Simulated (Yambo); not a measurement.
A free-standing SnS monolayer (symmetry Pmn2_1, slab cell 15.9 Å high), G0W0@PBEsol in Yambo with this input:

```
rim_cut
gw0
dyson
el_el_corr
HF_and_locXC
ppa
em1d
rim_w
RandQpts= 1000000
RandGvec= 2 Ry
CUTGeo= "slab z"
EXXRLvcs= 72 Ry
VXCRLvcs= 288 Ry
Chimod= "HARTREE"
% BndsRnXp
 1 | 187 |
%
NGsBlkXp= 7 Ry
% LongDrXp
 1.0 | 1.0 | 0.0 |
%
RandGvecW= 630 mRy
PPAPntXp= 27.2114 eV
% GbndRnge
 1 | 187 |
%
GTermKind= "BG"
DysSolver= "n"
ExtendOut
```

On a 4×4×1 mesh, with wavefunctions cut at 72 Ry, the gap (Γ → Γ) is 2.692 eV and the valence edge shifts by -0.747 eV.

### Question
What happens with this change: pole fitted at 15 eV?

### Answer
The gap falls by 0.053 eV, to 2.639 eV; the shift of the valence edge becomes -0.653 eV. Neither run is shown to be the converged limit. In the run with 187 bands and a 7 Ry block, which covers more k points, the smallest G0W0 gap is 2.64 eV, (-0.5, 0) → Γ. The mesh misses a band edge: along a dense path the PBEsol gap is 1.29 eV against 1.73 eV on the mesh.

The standard potential for Sn keeps a d shell in the valence without the s and p states of that shell. In tests on such compounds this moved G0W0 gaps by up to about 0.9 eV, so absolute quasiparticle energies here are unreliable; differences between settings are what counts.

Spin-orbit coupling is not included.

Geometry relaxed with PBEsol; primitive cell a = 4.082 Å, b = 4.048 Å, c = 15.900 Å, α = β = γ = 90.00°.

This is a model layer cut from the bulk structure; whether it is stable on its own was not checked.

A shift is the quasiparticle energy of the state minus its PBEsol energy.
